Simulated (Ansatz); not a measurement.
Input and command of a plane-wave DFT calculation in Ansatz:

```yaml
crystal:
  lattice:
    - [2.7664210749, 0.0, 0.0]
    - [-1.3832105375, 2.3957909284, 0.0]
    - [0.0, 0.0, 2.2131020013]
  atoms:
    - { symbol: Si, position: [0.0, 0.0, 0.0] }
basis:
  ecutwfc: 420
kpoints:
  mp_grid: { grid: [24, 24, 22] }
hamiltonian:
  xc: lda
scf:
  occupations: { method: gaussian, width: 0.15 }
output:
  forces: true
  stress: true
  eigenvalues: true
```

```bash
ansatz run input.yaml --threads 1 --pin off --max-ram 2560MiB --backend cpu --events-out ev --progress --plain --runs-dir out
```

Processor: Intel(R) Xeon(R) Processor @ 2.50GHz (Skylake/Cascade Lake), 1 thread, on a host shared with other jobs.

Question: Estimate time, memory and problem size.

Answer: About 10 s on 1 thread of Intel(R) Xeon(R) Processor @ 2.50GHz (Skylake/Cascade Lake) (shared host), peak memory 0.37 GiB. It solves 6 bands at 732 k points (the mesh reduced by the symmetry that the task leaves, which can be less than the crystal's) with about 283 plane waves, in 6 SCF iterations.
